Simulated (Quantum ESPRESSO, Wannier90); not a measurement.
ZrGa₃ (I4/mmm): Wannier90 run

```xyz
4
Lattice="3.8862 0.0000 0.0000 0.0000 3.8862 0.0000 -1.9431 -1.9431 4.5503" Properties=species:S:1:pos:R:3 pbc="T T T"
Zr     0.0000     0.0000     0.0000
Ga    -1.9431     0.0000     2.2752
Ga     0.0000    -1.9431     2.2752
Ga     1.9431     1.9431     0.0000
```

Structure: Materials Project mp-30685, symmetrised, not relaxed again. COD (Crystallography Open Database) has an entry of this formula and space group (matched by these alone). Computed values, not measurements, from PBEsol: Quantum ESPRESSO (norm-conserving PseudoDojo potentials, cutoff 64 Ry, spinors with spin-orbit coupling) on a Γ-centred 4×4×4 mesh, then Wannier90. Density: 12×12×12 mesh, cold smearing 0.01 Ry.

A tight-binding model is made by disentanglement and projection with no localisation steps (num_iter = 0), so the 42 orbitals stay atom-like: hydrogen-like Zr: s;p;d; Ga: s;p, axes along x, y, z; frozen window up to 3.00 eV relative to the Fermi level. It follows pw.x to 21 meV rms for states up to 1.0 eV relative to the Fermi level. Matrix elements depend on this choice of orbitals and windows.

The 20 largest hoppings ⟨m,0|H|n,R⟩ between different sites (one of each Hermitian pair; signs follow the real orbitals' lobes; the list may end inside a set of equal values):

```csv
m,n,R,distance of the centres (Å),t (eV),Im t (eV)
Ga3 px↑,Ga2 py↑,0 0 0,2.75,-1.698,-0.001
Ga3 px↓,Ga2 py↓,0 0 0,2.75,-1.698,0.001
Ga3 py↑,Ga2 px↑,0 0 0,2.75,-1.698,0.001
Ga3 py↓,Ga2 px↓,0 0 0,2.75,-1.698,-0.001
Ga2 px↑,Ga3 py↑,0 1 0,2.75,1.698,-0.001
Ga2 px↓,Ga3 py↓,0 1 0,2.75,1.698,0.001
Ga2 py↑,Ga3 px↑,0 1 0,2.75,1.698,0.001
Ga2 py↓,Ga3 px↓,0 1 0,2.75,1.698,-0.001
Ga3 px↑,Ga2 py↑,1 -1 0,2.75,-1.698,-0.001
Ga3 px↓,Ga2 py↓,1 -1 0,2.75,-1.698,0.001
Ga3 py↑,Ga2 px↑,1 -1 0,2.75,-1.698,0.001
Ga3 py↓,Ga2 px↓,1 -1 0,2.75,-1.698,-0.001
Ga3 px↑,Ga2 py↑,1 0 0,2.75,1.698,-0.001
Ga3 px↓,Ga2 py↓,1 0 0,2.75,1.698,0.001
Ga3 py↑,Ga2 px↑,1 0 0,2.75,1.698,0.001
Ga3 py↓,Ga2 px↓,1 0 0,2.75,1.698,-0.001
Ga4 py↓,Zr1 px↓,0 0 0,2.75,1.558,0.015
Ga4 py↓,Zr1 px↓,1 0 0,2.75,-1.558,0.015
Ga4 py↓,Zr1 px↓,1 1 0,2.75,1.558,0.015
Ga4 px↑,Zr1 py↑,0 0 0,2.75,1.558,0.015
```
